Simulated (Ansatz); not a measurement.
## Li, first-principles data

Li:
```yaml
crystal:
  lattice:
    - [3.05328, 0.00000, 0.00000]
    - [-1.52664, 2.64422, 0.00000]
    - [0.00000, 0.00000, 5.00314]
  atoms:
    - { symbol: Li, position: [0.33333, 0.66667, 0.25000] }
    - { symbol: Li, position: [0.66667, 0.33333, 0.75000] }
```

Space group P6_3/mmc (No. 194), hcp (Mg type); conventional cell a = 3.053 Å, b = 3.053 Å, c = 5.003 Å, α = 90.00°, β = 90.00°, γ = 120.00°.

Method: PBEsol (plane waves, PAW; program Ansatz). Structure relaxed to zero pressure with the same functional. Other levels are named where they apply.

Cell and energy:

- Volume per atom: 20.20 Å³
- Density: 0.57 g/cm³

Electronic structure:

- Electronic character: metallic (no gap)
- Density of states at the Fermi level: 0.52 states/eV per atom (mean over ±0.08 eV)

Mechanics:

- Bulk modulus (Birch–Murnaghan fit): 13.7 GPa
- Pressure derivative B′: 3.3
- Elastic constants (relaxed ions, GPa): C11 = 21.5, C12 = 13.1, C13 = 6.3, C33 = 28.7, C44 = 4.9
- Mechanical stability: stable (all eigenvalues of C positive)
- Hill bulk and shear moduli: 13.7 and 5.5 GPa
- Young's modulus: 14.6 GPa
- Poisson's ratio: 0.32
- Debye temperature from the elastic constants: 380 K

Phonons:

* **Highest zone-centre frequency**: 319 cm^-1
* **Zone-centre stability**: no imaginary mode at Γ

The first step of the workflow began from a Materials Project structure, measured or hypothetical; the Crystallography Open Database files this formula in space group No. 194, but the cells were not matched. It is not the phase usual at ambient conditions (space group No. 229). Symmetry was held in the PBEsol relaxation. As this level gives no gap, shear constants depend on the k-mesh and smearing (Fermi–Dirac, 0.1 eV here). As this level gives no gap, phonon frequencies hold no LO–TO term and depend on the k-mesh and smearing (Fermi–Dirac, 0.1 eV here). Axis ratios of metals converge slowly with the k-mesh, so a and c are less sure than the volume.

Potentials: the earlier of the program's two PAW sets. The files were generated under PBE; for other functionals the program regenerates the frozen cores, and for LDA and PBEsol the local potential too.
